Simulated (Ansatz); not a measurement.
Convergence notes, G0W0 on Ca2C (antifluorite)

Ca2C built on the antifluorite prototype, relaxed with r2SCAN; one-shot G0W0 in Ansatz without spin-orbit coupling. Values at 0 K without nuclear motion; spin polarisation is off, and the phase may be a hypothetical one.

```
C Ca
1.0
     0.00000    3.12858    3.12858
     3.12858    0.00000    3.12858
     3.12858    3.12858    0.00000
C Ca
1 2
Direct
  0.00000 0.00000 0.00000
  0.25000 0.25000 0.25000
  0.75000 0.75000 0.75000
```

Gaps are read over the mesh points alone. G0W0 values are finite-basis, finite-mesh values.
```json
{"start": "HSE06", "potentials": "PAW", "frequency model": "contour deformation", "mesh": "4×4×4", "empty bands": "335", "screening cutoff (eV)": "180", "Kohn-Sham gap (eV)": "0.83", "G0W0 gap (eV)": "0.99"}
{"start": "r2SCAN", "potentials": "PAW", "frequency model": "contour deformation", "mesh": "4×4×4", "empty bands": "335", "screening cutoff (eV)": "180", "Kohn-Sham gap (eV)": "0.41", "G0W0 gap (eV)": "0.68"}
{"start": "PBE0", "potentials": "PAW", "frequency model": "contour deformation", "mesh": "4×4×4", "empty bands": "335", "screening cutoff (eV)": "180", "Kohn-Sham gap (eV)": "1.49", "G0W0 gap (eV)": "1.25"}
{"start": "PBE", "potentials": "PAW", "frequency model": "Godby-Needs pole", "mesh": "4×4×4", "empty bands": "335", "screening cutoff (eV)": "180", "Kohn-Sham gap (eV)": "0.21", "G0W0 gap (eV)": "0.47"}
{"start": "PBE", "potentials": "PAW", "frequency model": "contour deformation", "mesh": "8×8×8", "empty bands": "99", "screening cutoff (eV)": "80", "Kohn-Sham gap (eV)": "0.21", "G0W0 gap (eV)": "0.53"}
```

Over the mesh points the PBE gap of 0.21 eV becomes a quasiparticle gap of 0.53 eV (direct at X), a change of +0.32 eV. Renormalisation factors Z lie between 0.55 and 0.69.

 r2SCAN runs take a wave cutoff of 500 eV.

The program warns that the k mesh is coarse for exact exchange in some of these runs, so their gaps aren't converged.
